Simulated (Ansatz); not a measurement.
Al (Fm-3m), stationary points along a deformation path

These are results of DFT PBEsol+D3(BJ), scalar-relativistic, plane waves, PAW in Ansatz 0.2.0, not measurements. Settings: plane waves to 420 eV, k-mesh 28×28×28 (Γ-centred), Gaussian smearing 0.15 eV. No spin polarisation. Energies are free energies at this smearing, counted from the undisturbed cell; pressure is positive in compression.

Reference structure (relaxed at this level):

```
Al
1.0
     0.00000    1.98128    1.98128
     1.98128    0.00000    1.98128
     1.98128    1.98128    0.00000
Al
1
Direct
  0.00000 0.00000 0.00000
```

At fixed volume and fractional coordinates, lengths along (0.000, 0.000, 1.000) are scaled against those across it; ρ is that ratio over its starting value. V = 15.555 Å³/atom. Δσ is the stress along the axis less the mean stress across it (compression positive).

| ρ | ΔE (meV/atom) | Δσ (GPa) | space group |
| --- | --- | --- | --- |
| 0.650 | 99.3 | -2.08 | I4/mmm |
| 0.707 | 106.3 | -0.01 | Im-3m |
| 0.780 | 91.8 | 4.90 | I4/mmm |
| 0.850 | 50.1 | 8.62 | I4/mmm |
| 0.920 | 14.3 | 5.25 | I4/mmm |
| 0.960 | 3.1 | 2.65 | I4/mmm |
| 1.000 | 0.0 | 0.00 | Fm-3m |
| 1.050 | 4.3 | -3.13 | I4/mmm |
| 1.100 | 20.7 | -7.51 | I4/mmm |
| 1.200 | 85.5 | -15.57 | I4/mmm |
| 1.300 | 191.1 | -25.39 | I4/mmm |
| 1.414 | 357.2 | -35.77 | I4/mmm |
| 1.500 | 508.2 | -43.25 | I4/mmm |

**Question.** How does the stress give the slope of the energy, and where is the energy stationary?

**Answer.** Along the path d ln(length) is 2/3 d ln ρ on the axis and −1/3 d ln ρ across it, so dE/d ln ρ = −(2/3) V Δσ: the energy falls with ρ where Δσ is positive. Δσ vanishes or changes sign at ρ = 0.707 (Im-3m), a maximum at 106.3 meV/atom; at ρ = 1.000 (Fm-3m), a minimum at 0.0 meV/atom. Pairs of stationary points between two samples would go unseen, and could change a minimum read from distant neighbours into a maximum. At ρ = 0.707, 1.000 the cell is cubic, where symmetry alone makes the stress isotropic and the slope zero.

**Question.** Which shear constant sets the curvature at ρ = 1?

**Answer.** For a cubic crystal E/V = (2/3) C (ln ρ)² with C = C′ = (C11 − C12)/2, so Δσ = −2C ln ρ. The parabola of Δσ against ln ρ through ρ = 0.960, 1 and 1.050 gives C ≈ 32 GPa with the ions clamped, rough because the steps are large.

**Question.** Integrate that slope from ρ = 1 to 0.850 by the trapezoid rule.

**Answer.** With V/N in Å³ and 1 eV/Å³ = 160.2 GPa the slopes at ρ = 1.000, 0.960, 0.920, 0.850 are 0, -171, -340, -558 meV/atom per unit of ln ρ. The steps add 3.5 + 10.9 + 35.5 = 49.9 meV/atom, against 50.1 from the energies; the trapezoid rule misses the curvature of the slope within each step.

In a metal these slopes depend on the k mesh and the smearing.

Cost: 13 runs of about 0.98 core-minutes in all, on Intel Xeon 6975P-C (Granite Rapids) (shared hosts).